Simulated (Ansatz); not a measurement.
Relaxation of a relaxed Zr cell displaced along its unstable phonon at q = (½, 0, 0) of its primitive reciprocal cell (94i cm⁻¹), largest move 0.15 Å; 2 atoms in the cell, which starts as Pmma (No. 51), oP2; a = 5.8106 Å, b = 2.9053 Å, c = 2.9053 Å, α = 90.00°, β = 90.00°, γ = 90.00°. Method: r2SCAN (plane waves to 500 eV, PAW, scalar-relativistic; Ansatz, a quantum-chemistry and plane-wave program). Γ-centred k-mesh 6×11×11 on the run's cell (coarser than for final values), Fermi–Dirac smearing 0.05 eV. This is the first round of the run. 

The optimiser's lines from the output (shortened; P is positive under compression):

```
relax step   1: F+E_penalty+E_count = -8388.27631438 eV  Δ(F+E_penalty+E_count) = +0.000e0 eV  max|allowed force component| = 5.063e-1 eV/Å  Δτ_max = 0.0000 Å  P = -0.496 GPa  Ω = 49.045 Å³  (7 SCF iters, dr2 threshold 1.00e-7 eV, accepted)
relax step   2: F+E_penalty+E_count = -8388.56977294 eV  Δ(F+E_penalty+E_count) = -2.935e-1 eV  max|allowed force component| = 8.735e-1 eV/Å  Δτ_max = 0.1948 Å  P = -0.827 GPa  Ω = 48.451 Å³  (9 SCF iters, dr2 threshold 2.00e-7 eV, accepted)
relax step   3: F+E_penalty+E_count = -8388.96571375 eV  Δ(F+E_penalty+E_count) = -3.959e-1 eV  max|allowed force component| = 8.726e-1 eV/Å  Δτ_max = 0.1951 Å  P = -0.415 GPa  Ω = 47.734 Å³  (8 SCF iters, dr2 threshold 2.00e-7 eV, accepted)
relax step   4: F+E_penalty+E_count = -8389.24075871 eV  Δ(F+E_penalty+E_count) = -2.750e-1 eV  max|allowed force component| = 4.799e-2 eV/Å  Δτ_max = 0.1944 Å  P = +0.293 GPa  Ω = 47.134 Å³  (7 SCF iters, dr2 threshold 2.00e-7 eV, accepted)
relax step   5: F+E_penalty+E_count = -8389.29645180 eV  Δ(F+E_penalty+E_count) = -5.569e-2 eV  max|allowed force component| = 1.761e-1 eV/Å  Δτ_max = 0.0251 Å  P = +0.686 GPa  Ω = 46.926 Å³  (7 SCF iters, dr2 threshold 2.00e-7 eV, accepted)
relax step   6: F+E_penalty+E_count = -8389.30572147 eV  Δ(F+E_penalty+E_count) = -9.270e-3 eV  max|allowed force component| = 1.717e-2 eV/Å  Δτ_max = 0.0298 Å  P = -0.292 GPa  Ω = 47.542 Å³  (6 SCF iters, dr2 threshold 2.00e-7 eV, accepted)
relax step   7: F+E_penalty+E_count = -8389.30611866 eV  Δ(F+E_penalty+E_count) = -3.972e-4 eV  max|allowed force component| = 1.372e-3 eV/Å  Δτ_max = 0.0030 Å  P = +0.018 GPa  Ω = 47.383 Å³  (5 SCF iters, dr2 threshold 2.00e-7 eV, accepted)
relax step   8: F+E_penalty+E_count = -8389.30614330 eV  Δ(F+E_penalty+E_count) = -2.464e-5 eV  max|allowed force component| = 1.083e-3 eV/Å  Δτ_max = 0.0005 Å  P = +0.003 GPa  Ω = 47.383 Å³  (4 SCF iters, dr2 threshold 4.06e-8 eV, accepted)
relax step   9: F+E_penalty+E_count = -8389.30617119 eV  Δ(F+E_penalty+E_count) = -2.789e-5 eV  max|allowed force component| = 1.093e-3 eV/Å  Δτ_max = 0.0000 Å  P = +0.011 GPa  Ω = 47.383 Å³  stress off target by 3.88e-2 GPa  SCF on the basis re-selected at this cell (its energy is not comparable with the rows above)  (6 SCF iters)
relax step  10: F+E_penalty+E_count = -8389.30617092 eV  Δ(F+E_penalty+E_count) = +2.740e-7 eV  max|allowed force component| = 7.125e-5 eV/Å  Δτ_max = 0.0002 Å  P = +0.002 GPa  Ω = 47.389 Å³  (4 SCF iters, dr2 threshold 3.77e-9 eV, accepted)
relax step  11: F+E_penalty+E_count = -8389.30617412 eV  Δ(F+E_penalty+E_count) = -3.199e-6 eV  max|allowed force component| = 6.696e-5 eV/Å  Δτ_max = 0.0000 Å  P = +0.002 GPa  Ω = 47.389 Å³  stress off target by 5.18e-3 GPa  SCF on the basis re-selected at this cell (its energy is not comparable with the rows above)  (5 SCF iters)
```

From the first to the last row the energy changes by -0.51 eV/atom and the volume by -3.4 %. The last row is marked as not comparable with the walk above it, whose basis was carried along; it does compare with step 1, since both stand on a basis selected at the nominal cutoff for their own cell.

Later rounds, restarted from the end of this one on a renewed k-mesh, logged 4 more steps and released under 0.01 eV/atom more. The final structure after all rounds: P6/mmm (No. 191), hP1, AFLOW prototype A_hP1_191_a (A_f, as in Sn); a = 3.0067 Å, b = 3.0067 Å, c = 3.0331 Å, α = 90.00°, β = 90.00°, γ = 120.00°. Between re-selections the logged energies stand on a plane-wave basis carried along with the cell. No spin polarisation in the result.

The run could not lose the symmetry of its start, so the end can be a saddle point.

The relaxed structure here is a generated cell of Zr: the first start was made by placing the elements on the sites of a structure type, and the end was not matched to a known phase here, so it may be hypothetical. Known forms of Zr include space group No. 194.
